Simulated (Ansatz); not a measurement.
BaZrO$_{3}$ (cubic perovskite)

```xyz
5
Lattice="4.2050 0.0000 0.0000 0.0000 4.2050 0.0000 0.0000 0.0000 4.2050" Properties=species:S:1:pos:R:3 pbc="T T T"
Ba     0.0000     0.0000     0.0000
Zr     2.1025     2.1025     2.1025
O      0.0000     2.1025     2.1025
O      2.1025     2.1025     0.0000
O      2.1025     0.0000     2.1025
```

The slice is a {100} plane (indices of the conventional cell) through the point (0.000, 0.500, 0.500) (fractional), spanned by u = [100] and v = [010] in vectors of this cell: u (4.20 Å) and v (4.20 Å, at 90° to u). It covers one period; positions are fractions (u, v).

These are r2SCAN (plane waves to 500 eV, PAW, scalar-relativistic; Ansatz, a quantum-chemistry and plane-wave program) values and carry that method's errors. k mesh 8×8×8. Inside the PAW spheres the values are not all-electron values, and peaks at nuclei hang on which shells count as valence. BaZrO3 is run without spin polarisation. BaZrO3 was relaxed with its symmetry unable to fall.

**Question.** What is the ELF at the density minimum of the shortest Zr–O line in this plane (2.10 Å)?

**Answer.** 0.2.

**Question.** What is the valence density on the shortest Zr–O line in this plane (2.10 Å), at its minimum between the atoms?

**Answer.** 0.64 e/Å³.

**Question.** Predict the map of the valence electron density on the slice.

**Answer.** 
```
|99998765567888888888887655678999|
|99987665556788888888876555667899|
|98877655456788888888876545567788|
|88776554445678888888765444556778|
|76665544344567788877654434455666|
|55554433334456677766544333344555|
|44444333233445566655443323334444|
|33333222223344555554433222223333|
|33222222233445555555443322222223|
|22221122233455666665543322211222|
|11111112234556677766554322111111|
|00011112344567788877654432111100|
|00001122345677899987765432211000|
|00000122345678999998765432210000|
|00000123345688999998865433210000|
|00000123345789999999875433210000|
|00000123345688999998865433210000|
|00000122345678999998765432210000|
|00001122345677899987765432211000|
|00011112344567788877654432111100|
|11111112234556677766554322111111|
|22221122233455666665543322211222|
|33222222233445555555443322222223|
|33333222223344555554433222223333|
|44444333233445566655443323334444|
|55554433334456677766544333344555|
|76665544344567788877654434455666|
|88776554445678888888765444556778|
|98877655456788888888876545567788|
|99987665556788888888876555667899|
|99998765567888888888887655678999|
|99998765567888888888887655678999|
```
Scale: ten equal steps from -1.57 (start of '0') to 0.88 (end of '9'), in the order '0123456789'. Values: log₁₀ of the valence density in e/Å³. The map has 32 points along u (one character each, u = 0 at the left) and 32 along v (v = 0 in the bottom row). The scale is logarithmic, as a density can span decades between atoms and voids.
